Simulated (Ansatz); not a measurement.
Starting cell, BaHfO3 (cubic perovskite):

```
BaHfO3
1.0
    8.41234     0.00000     0.00000
    4.20617     4.20617     0.00000
    0.00000     0.00000     4.20617
Ba Hf O
2 2 6
Direct
  0.00000   0.00000   0.00000
  0.50000   0.00000   0.00000
  0.00000   0.50000   0.50000
  0.50000   0.50000   0.50000
  0.75000   0.50000   0.50000
  0.25000   0.50000   0.50000
  0.00000   0.50000   0.00000
  0.50000   0.50000   0.00000
  0.25000   0.00000   0.50000
  0.75000   0.00000   0.50000
```

A phonon eigenvector at M = (0.5, 0.5, 0.0) is frozen into this cell: atom i moves by Q times the vector below, so Q is the largest atomic displacement, in Å. The cell is held. It is one choice among 3 degenerate patterns. (q is in reciprocal vectors of the primitive cell; the cell shown is doubled to hold the pattern.)

```json
[
 {"atom": "Ba1", "x": "0.000", "y": "0.000", "z": "1.000"},
 {"atom": "Ba2", "x": "0.000", "y": "0.000", "z": "-1.000"}
]
```

Atoms not listed stay in place.

All values below come from PBE (plane waves to 420 eV, PAW, scalar-relativistic; Ansatz, a program for electronic structure). k mesh 8×8×8 (Γ-centred), Fermi-Dirac smearing 0.05 eV. BaHfO3 is run without spin polarisation. BaHfO3 was relaxed with its symmetry unable to fall. Spin-orbit coupling is left out, though Hf is heavy. 

```
Q (Å)   −dE/dQ from forces (eV/Å)
------  -------------------------
-0.100                      0.625
-0.083                      0.518
-0.067                      0.413
-0.050                      0.309
-0.033                      0.206
-0.017                      0.103
0.000                       0.000
0.017                      -0.103
0.033                      -0.206
0.050                      -0.309
0.067                      -0.413
0.083                      -0.518
0.100                      -0.625
```

Task: What harmonic wavenumber does the curvature at Q = 0 give?

Result: 78 cm⁻¹. E″ = 6.16 eV/Å², M = Σ mᵢ|uᵢ|² = 274.7 u, ν̃ = 521.5·√(|E″|/M).

(For displaced atoms, the force is minus the slope of the energy, and its curvature is a force constant, which sets phonon frequencies.)
